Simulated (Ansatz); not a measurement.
Consider the following.

CuI:
```yaml
crystal:
  lattice:
    - [4.21882, 0.00000, 0.00000]
    - [-2.10941, 3.65361, 0.00000]
    - [0.00000, 0.00000, 9.76113]
  atoms:
    - { symbol: Cu, position: [0.50000, 0.00000, 0.00000] }
    - { symbol: Cu, position: [0.00000, 0.50000, 0.33333] }
    - { symbol: Cu, position: [0.50000, 0.50000, 0.66667] }
    - { symbol: I, position: [0.50000, 0.00000, 0.50000] }
    - { symbol: I, position: [0.00000, 0.50000, 0.83333] }
    - { symbol: I, position: [0.50000, 0.50000, 0.16667] }
```

This is the r²SCAN-relaxed structure.

Q: All from r²SCAN in the plane-wave PAW code Ansatz, unless another level is named. Estimate the hole effective mass.

A: 0.39, 0.39, 0.64 mₑ (principal values).

Q: What about the electron effective mass?

A: 0.17 mₑ (isotropic).

Q: And the weight of the valence-edge state by species (Voronoi cells)?

A: Cu 61 %, I 39 %.

Q: Predict the weight of the conduction-edge state by species (Voronoi cells).

A: Cu 68 %, I 32 %.

Space group P6_422. The start of the workflow was typed in or built on a structure type; neither database checked (COD, Materials Project) lists it. It is not the phase usual at ambient conditions (space group No. 216). Symmetry was held in the r²SCAN relaxation; whether a distortion lowers the energy is not shown. The workflow began spin-polarised and lost its moments. Spin–orbit coupling is left out wherever it is not named.

Potentials: the later of the program's two PAW sets.

Edges and masses are those of Kohn–Sham bands, whose gap is no quasiparticle gap.
